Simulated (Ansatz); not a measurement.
Starting cell, Cd (hcp, Mg type):

```yaml
crystal:
  lattice:
    - [3.01593, 0.00000, 0.00000]
    - [-1.50796, 2.61187, 0.00000]
    - [0.00000, 0.00000, 5.82164]
  atoms:
    - { symbol: Cd, position: [0.33333, 0.66667, 0.75000] }
    - { symbol: Cd, position: [0.66667, 0.33333, 0.25000] }
```

Scan: atom 2 (Cd, nearest neighbour Cd at 3.016 Å; its periodic images, 3.0 Å or more away, move with it) is displaced along Cartesian [110], direction (0.707, 0.707, 0.000) in Cartesian axes, by s. The other atoms stay.

These are PBE (plane waves to 420 eV, PAW, scalar-relativistic; Ansatz, a quantum-chemistry and plane-wave program) values and carry that method's errors. k mesh 14×14×7 (Γ-centred), Fermi-Dirac smearing 0.05 eV. Energies are smeared free energies. With partly filled bands, energies and forces of such displacements shift with the k mesh and the smearing. On this mesh the relaxed cell isn't quite at rest: it carries a pressure of 0.2 GPa (compression positive) at the zero of the scan. Cd was relaxed with its symmetry unable to fall. The PAW data are Ansatz's earlier set. The relaxed volume of Cd is well above the measured one; the method has no dispersion term. The zero of ΔE is the undisplaced structure.

Successive frames, forces in eV/Å:

```
frame         ΔE (eV/cell)                 F on Cd1                 F on Cd2
------------  ------------  -----------------------  -----------------------
s = -0.120 Å        0.0012  (-0.012, -0.016, 0.000)    (0.012, 0.016, 0.000)
s = 0.000 Å         0.0000    (0.000, 0.000, 0.000)    (0.000, 0.000, 0.000)
s = 0.120 Å         0.0014    (0.019, 0.016, 0.000)  (-0.019, -0.016, 0.000)
```

Question: What are the energy and the forces in the next frame, s = 0.240 Å?

Answer: ΔE (eV/cell) = 0.0059.

```tsv
atom	Fx	Fy	Fz
Cd1	0.042	0.030	0.000
Cd2	-0.042	-0.030	0.000
```

(For displaced atoms, the force is minus the slope of the energy, and its curvature is a force constant, which sets phonon frequencies.)
